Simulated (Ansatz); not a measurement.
Two-dimensional strain map in LiHF2

Theory: DFT LDA, scalar-relativistic, plane waves, PAW (Ansatz 0.2.0). Cutoff 420 eV, Γ-centred 9×9×9 k-points, Gaussian smearing of 0.05 eV. No spin polarisation. Energies are free energies at this smearing, counted from the undisturbed cell; pressure is positive in compression.

The undisturbed cell (relaxed at this level; it needn't be the usual structure):

```
CELL_PARAMETERS angstrom
1.44279 0.83299 4.32961
-1.44279 0.83299 4.32961
0.00000 -1.66599 4.32961
ATOMIC_POSITIONS crystal
Li 0.00000 0.00000 0.00000
H 0.50000 0.50000 0.50000
F 0.41251 0.41251 0.41251
F 0.58749 0.58749 0.58749
```

The cell is strained by p along both x and y and by q along z, fractional coordinates fixed. Points are written (p, q).

Energy above the undisturbed cell in meV/atom (a dash: not computed):

```csv
p \ q,-0.030,-0.015,0.000,0.015,0.030
-0.030,18.4,9.1,5.5,6.9,12.8
-0.015,13.0,4.4,1.3,3.2,9.6
0.000,10.6,?,0.0,2.4,9.2
0.015,10.9,3.4,?,?,11.3
0.030,?,6.5,4.9,8.0,15.5
```

(1) Fill in the withheld energies.

## Answers

(1) (0.000, -0.015): 2.5; (0.015, 0.000): 1.3; (0.015, 0.015): 4.1; (0.030, -0.030): 13.6.